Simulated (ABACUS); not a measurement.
One base run on CsPbBr₃ (Amm2, 20 atoms in the cell; from Materials Project mp-1120725) and variants with one or two settings moved

```yaml
crystal:
  lattice:
    - [6.03737, 0.00000, 0.00000]
    - [0.00000, 11.62583, 0.00000]
    - [0.00000, 0.00000, 11.61513]
  atoms:
    - { symbol: Cs, position: [0.50000, 0.00000, 0.49435] }
    - { symbol: Cs, position: [0.50000, 0.00000, 0.99685] }
    - { symbol: Cs, position: [0.50000, 0.50000, 0.99435] }
    - { symbol: Cs, position: [0.50000, 0.50000, 0.49685] }
    - { symbol: Pb, position: [0.00000, 0.25054, 0.74223] }
    - { symbol: Pb, position: [0.00000, 0.74946, 0.74223] }
    - { symbol: Pb, position: [0.00000, 0.75054, 0.24223] }
    - { symbol: Pb, position: [0.00000, 0.24946, 0.24223] }
    - { symbol: Br, position: [0.00000, 0.68736, 0.49278] }
    - { symbol: Br, position: [0.00000, 0.31264, 0.49278] }
    - { symbol: Br, position: [0.50000, 0.74659, 0.73960] }
    - { symbol: Br, position: [0.50000, 0.25341, 0.73960] }
    - { symbol: Br, position: [0.00000, 0.00000, 0.30648] }
    - { symbol: Br, position: [0.00000, 0.00000, 0.68111] }
    - { symbol: Br, position: [0.00000, 0.18736, 0.99278] }
    - { symbol: Br, position: [0.00000, 0.81264, 0.99278] }
    - { symbol: Br, position: [0.50000, 0.24659, 0.23960] }
    - { symbol: Br, position: [0.50000, 0.75341, 0.23960] }
    - { symbol: Br, position: [0.00000, 0.50000, 0.80648] }
    - { symbol: Br, position: [0.00000, 0.50000, 0.18111] }
```

Base run A: PBEsol, PseudoDojo 0.4 standard norm-conserving PBEsol (tails mended) pseudopotentials run with ABACUS, self-consistent single point.

Its settings: KPT = Gamma 2 1 1 0 0 0; basis_type = pw; dft_functional = PBESOL; ecutwfc = 62.5 Ry; smearing_method = fd; smearing_sigma = 0.00367493 Ry; potentials = PseudoDojo 0.4 standard norm-conserving PBEsol (tails mended); symmetry = 1; symmetry_prec = 1e-05; ks_solver = cg; scf_nmax = 100; scf_thr = 1.0e-09 Ry; mixing_type = pulay; mixing_beta = 0.7.

Spin-orbit coupling is left out, which matters for bands and gaps with elements this heavy. The structure comes from a collection of computed structures, made at another level of theory; the collection holds predicted forms beside known ones. With one or two k-points the zone of this small cell is coarsely sampled: energies, forces and stress carry that error and can break the symmetry, so a converged loop does not mean converged values.

ΔF is the free energy per atom less that of run A. A dash stands where there is no value to compare (another energy zero, no result, no clean gap). Absolute energies have different zeros for different potentials, functionals, Hubbard and dispersion terms and are not compared across them.

A variant of run A gave: the free energy rises by 1.7 meV/atom, the pressure hardly changes (0.13 to 0.17 GPa) and the largest force goes from 0.210 to 0.538 eV/Å.

Task: Which change was made?
A) smearing_sigma: 0.00367493 Ry → 0.00183747 Ry
B) basis: plane waves (ecutwfc 62.5 Ry) → SZP numerical atomic orbitals, energy shift 0.01 Ry, with the solver, grid and threshold of that basis type
C) atom 13 moved by +0.15 angstrom along y
D) lattice vector b scaled by 1.01

Result: C, atom 13 moved by +0.15 angstrom along y. That run gave: ΔF (meV/atom) 1.71; pressure (GPa) 0.17; largest force (eV/Å) 0.538; rough cost (cheapest run = 1) 10.

The base and the other variants:

| change | ΔF (meV/atom) | pressure (GPa) | largest force (eV/Å) | rough cost (cheapest run = 1) |
|---|---|---|---|---|
| base | 0.00 | 0.13 | 0.210 | 10 |
| vdw_method: default → d3_bj [PBEsol-D3(BJ)] | – | -0.70 | 0.215 | 10 |
| lattice vector c scaled by 1.02 | 1.53 | -0.26 | 0.214 | 10 |
| smearing_sigma: 0.00367493 Ry → 0.00183747 Ry | 0.00 | 0.13 | 0.210 | 10 |
| lattice vector b scaled by 1.01 | 0.33 | -0.07 | 0.212 | 10 |
| basis: plane waves (ecutwfc 62.5 Ry) → SZP numerical atomic orbitals, energy shift 0.01 Ry, with the solver, grid and threshold of that basis type | 414.4 | -1.35 | 0.259 | 1 |

The atomic orbitals were generated for these runs; they are not ABACUS's published sets and were checked against plane waves on a few crystals only.

“Tails mended”: in these copies of the files the far tail of each local potential was reset to the Coulomb form.
